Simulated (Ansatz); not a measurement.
BaS (rock salt, Fm-3m), a = b = c = 6.4288 Å, α = β = γ = 90.00°; the cell used has 2 atoms.

This is the PBE-relaxed structure.

All from PBE in the plane-wave PAW code Ansatz, unless another level is named. Predict the smallest direct gap on the standard path.

2.35 eV.

Next, the electron effective mass?

0.34, 0.34, 1.3 mₑ (principal values).

Give the hole effective mass, band 2 of 3 at the edge.

2.7 along [100], 0.61 along [110], 0.82 along [111] (mₑ).

Predict the weight of the valence-edge state by species (Voronoi cells).

S 93 %, Ba 7 %.

Symmetry was held in the PBE relaxation. Spin–orbit coupling is left out wherever it is not named.

Potentials: the later of the program's two PAW sets.
